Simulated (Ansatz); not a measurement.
Below is a relaxed structure of Ga5Sb3As2. The cell was found from a structure generator's guess, not taken from experiment.

Method: Ansatz 0.2.0, DFT PBE, scalar-relativistic, plane waves, PAW. Cutoff 420 eV, Γ-centred mesh, Gaussian smearing, no spin polarisation.

```
Ga Sb As
1.0
    -2.13278    2.13278   15.05623
     2.13278   -2.13278   15.05623
     2.13278    2.13278  -15.05623
Ga Sb As
5 3 2
Cartesian
  0.0000 0.0000 27.3509
  0.0000 0.0000 15.0562
  0.0000 0.0000 2.7616
  0.0000 0.0000 20.9949
  0.0000 0.0000 9.1176
  0.0000 2.1328 4.3534
  2.1328 0.0000 7.5281
  0.0000 2.1328 10.7028
  2.1328 0.0000 13.6774
  2.1328 0.0000 1.3788
```

The zero of energy is the elements' standard structures at the same level; no fitted shifts are applied.

(1) Find its symmetry and describe it.

(2) How far does it lie from the elements in energy?

(3) Is it a metal?

Results:

(1) I-4m2 (No. 119), with Sb and As ordered on zinc blende sites. Conventional cell: a = 4.266 Å, c = 30.112 Å. Ga on a site of symmetry 2mm is surrounded by 2 As at 2.54 Å and 2 Sb at 2.66 Å; around Ga on a site of symmetry -4m2 lie 4 As at 2.54 Å; around Sb on a site of symmetry 2mm lie 4 Ga at 2.66 Å; As has 4 Ga at 2.54 Å; 2 more sites not described.

(2) −0.22 eV/atom. It lies below the elements, which doesn't yet make it stable against other compounds or structures.

(3) There is no gap on the 12×12×12 mesh, but valence and conduction bands meet within 0.015 eV, so at this level it has a zero gap rather than a metal's Fermi surface.

The last run used a 12×12×12 mesh for its 10-atom cell and Gaussian smearing of 0.10 eV. Spin–orbit coupling, which can matter for Sb, is left out. The zero gap may come from the functional, which often closes small gaps. The reference form of As is held partly by dispersion forces, which this level lacks. A structure relaxed within its symmetry needn't be a true minimum.
